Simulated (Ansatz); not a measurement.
AlZnNO:
```xyz
4
Lattice="3.1385 0.0000 0.0000 -1.5692 2.7180 0.0000 0.0000 0.0000 5.1469" Properties=species:S:1:pos:R:3 pbc="T T T"
Al     0.0000     1.8120     2.5983
Zn     1.5692     0.9060     5.0817
O      0.0000     1.8120     0.7773
N      1.5692     0.9060     3.1232
```

Relaxed with PBEsol.

### Question
Give the optical modes at the zone centre with their infrared activity from DFPT, PBEsol in the plane-wave PAW code Ansatz.

### Answer
Transverse frequencies, without the LO–TO term; a row sums one degenerate level.

| ω (cm⁻¹) | degeneracy | IR ((D/Å)²/amu) | activity | symmetry |
|---|---|---|---|---|
| 146 | 2 | 0.30 | IR | E |
| 362 | 1 | 2.69 | IR | A1 |
| 375 | 2 | 14.87 | IR | E |
| 601 | 1 | 19.67 | IR | A1 |
| 658 | 1 | 1.32 | IR | A1 |
| 669 | 2 | 30.82 | IR | E |

### Question
How high does the top mode go among those that the LO–TO term moves?

### Answer
806 cm⁻¹ for q along x, 806 cm⁻¹ for q along y, 775 cm⁻¹ for q along z.

Space group P3m1. The start of the workflow was typed in or built on a structure type; neither database checked (COD, Materials Project) lists it. Its standing as an ambient phase is unchecked. The cell was relaxed with PBEsol under the symmetry of its start; whether a distortion lowers the energy is not shown.

Potentials: the earlier of the program's two PAW sets. The files were generated under PBE; for other functionals the program regenerates the frozen cores, and for LDA and PBEsol the local potential too.
